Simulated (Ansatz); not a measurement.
Ta:
```
CELL_PARAMETERS angstrom
     -1.65249     1.65249     1.65249
      1.65249    -1.65249     1.65249
      1.65249     1.65249    -1.65249
ATOMIC_POSITIONS crystal
  Ta 0.00000 0.00000 0.00000
```

Relaxed with r²SCAN. Special points in fractions of this cell's reciprocal vectors: Γ (0.000, 0.000, 0.000); H (0.500, -0.500, 0.500); N (0.000, 0.000, 0.500); P (0.250, 0.250, 0.250).

Question: List the band energies nearest the Fermi level at these points for the program Ansatz at the r²SCAN level (PAW).

Answer: In eV from the Fermi level; about four levels below and three above (degenerate sets whole), none deeper than 8.9 eV; points with the same levels are listed once.

```csv
k,below,above
Γ,-8.29,0.84 0.84 0.84
H,-3.93 -3.93,7.09 7.09 7.09
N,-4.54 -1.56,1.45 4.19 5.25
P,-1.34 -1.34 -1.34,5.44 5.44 7.75
```

Space group Im-3m (bcc (W type)). The r²SCAN relaxation kept the symmetry of its start. The run is not spin-polarised. Scalar-relativistic: spin–orbit coupling is off unless named, which matters more the heavier the elements.

Potentials: the later of the program's two PAW sets.
